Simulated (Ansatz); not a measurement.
SiO2:
```cif
data_O20Si10
_chemical_formula_sum 'Si10 O20'
_space_group_name_H-M_alt 'P 1'
_space_group_IT_number 1
_cell_length_a 10.02501
_cell_length_b 10.02408
_cell_length_c 13.43117
_cell_angle_alpha 47.942
_cell_angle_beta 47.937
_cell_angle_gamma 84.121
loop_
_space_group_symop_operation_xyz
  'x, y, z'
loop_
_atom_site_label
_atom_site_type_symbol
_atom_site_fract_x
_atom_site_fract_y
_atom_site_fract_z
_atom_site_occupancy
Si1 Si 0.49408 0.49408 0.00592 1
Si2 Si 0.24408 0.24408 0.75592 1
Si3 Si 0.84466 0.90348 0.49109 1
Si4 Si 0.90348 0.84466 0.76077 1
Si5 Si 0.75891 0.48923 0.40534 1
Si6 Si 0.48923 0.75891 0.34652 1
Si7 Si 0.24895 0.97925 0.35646 1
Si8 Si 0.97925 0.24895 0.41535 1
Si9 Si 0.89354 0.83465 0.00105 1
Si10 Si 0.83465 0.89354 0.27075 1
O1 O 0.62869 0.64801 0.76375 1
O2 O 0.64801 0.62869 0.95956 1
O3 O 0.48625 0.29044 0.62131 1
O4 O 0.29044 0.48625 0.60199 1
O5 O 0.44771 0.25191 0.14050 1
O6 O 0.25191 0.44771 0.15988 1
O7 O 0.10950 0.09012 0.80229 1
O8 O 0.09012 0.10950 0.99809 1
O9 O 0.36910 0.86908 0.32078 1
O10 O 0.86908 0.36910 0.44105 1
O11 O 0.92922 0.80895 0.88090 1
O12 O 0.80895 0.92922 0.38092 1
O13 O 0.09481 0.85611 0.59499 1
O14 O 0.85611 0.09481 0.45410 1
O15 O 0.65501 0.79590 0.15519 1
O16 O 0.79590 0.65501 0.39389 1
O17 O 0.08319 0.94219 0.36790 1
O18 O 0.94219 0.08319 0.60672 1
O19 O 0.88210 0.64328 0.16681 1
O20 O 0.64328 0.88210 0.30781 1
```

Relaxed with r²SCAN.

Problem. Tabulate the valence density and the electron localisation function along the shortest Si–O contact (1.60 Å), plane-wave PAW r²SCAN (Ansatz code).

Solution. 

| distance from Si (Å) | density (e/Å³) | ELF |
|---|---|---|
| 0.16 | 0.07 | 0.25 |
| 0.24 | 0.10 | 0.12 |
| 0.32 | 0.17 | 0.12 |
| 0.40 | 0.27 | 0.20 |
| 0.48 | 0.40 | 0.35 |
| 0.56 | 0.57 | 0.55 |
| 0.64 | 0.77 | 0.71 |
| 0.72 | 1.01 | 0.80 |
| 0.80 | 1.29 | 0.84 |
| 0.88 | 1.65 | 0.86 |
| 0.96 | 2.13 | 0.85 |
| 1.04 | 2.80 | 0.83 |
| 1.12 | 3.66 | 0.79 |
| 1.20 | 4.61 | 0.71 |
| 1.28 | 5.56 | 0.59 |
| 1.36 | 6.41 | 0.44 |
| 1.44 | 7.08 | 0.30 |

The density is the valence pseudo-density with augmentation charge, so density and ELF within about 1 Å of a nucleus are not all-electron values.

Space group I-42d. The start of the workflow was typed in or built on a structure type; the Crystallography Open Database copy checked does not list it. It is not the phase usual at ambient conditions (space group No. 92, 152, 154). The r²SCAN relaxation kept the symmetry of its start; its stability against distortions is not shown here.

Potentials: the later of the program's two PAW sets.
